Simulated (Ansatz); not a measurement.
The cell below belongs to a search over invented structures; it isn't taken from experiment.

Input and command of a plane-wave DFT calculation in Ansatz:

```yaml
crystal:
  lattice:
    - [4.7335439847, -2.5540650106, 0.0]
    - [4.7335439847, 2.5540650106, 0.0]
    - [-4.6000495302, 0.0, 7.2207853206]
  atoms:
    - { symbol: Ga, position: [0.5, 0.5, 0.5] }
    - { symbol: Ga, position: [0.384224972, 0.384224972, 0.7953175905] }
    - { symbol: Ga, position: [0.1529772772, 0.1529772772, 0.9889985998] }
    - { symbol: Ga, position: [0.8470227228, 0.8470227228, 0.0110014002] }
    - { symbol: Ga, position: [0.615775028, 0.615775028, 0.2046824095] }
    - { symbol: As, position: [0.1380690364, 0.1380690364, 0.294531444] }
    - { symbol: As, position: [0.0, 0.0, 0.5] }
    - { symbol: As, position: [0.8619309636, 0.8619309636, 0.705468556] }
    - { symbol: "N", position: [0.6368557765, 0.6368557765, 0.9871711768] }
    - { symbol: "N", position: [0.3631442235, 0.3631442235, 0.0128288232] }
basis:
  ecutwfc: 420
kpoints:
  mp_grid: { grid: [10, 10, 6] }
hamiltonian:
  xc: pbe
scf:
  occupations: { method: gaussian, width: 0.1 }
output:
  forces: true
  stress: true
  eigenvalues: true
  write_density: true
  write_potential: true
  elf: true
  volumetric_format: npy
relax:
  adjacent_minimum: "off"
  f_tol: 0.01
  max_steps: 80
  cell: { stress_tol: 0.05 }
```

```bash
ansatz run input.yaml --threads 4 --pin off --max-ram 8192MiB --backend cpu --events-out ev --progress --plain --runs-dir out
```

Processor: AMD EPYC (Zen 3), 4 threads, on a host shared with other jobs.

**Question.** How long does it run, and how much memory does it take?

**Answer.** About 13 min, peak memory 1.8 GiB. It solves 72 bands at 172 k points (after reduction by symmetry) with about 3393 plane waves (on the last cell), in 58 SCF iterations over 8 ionic steps.
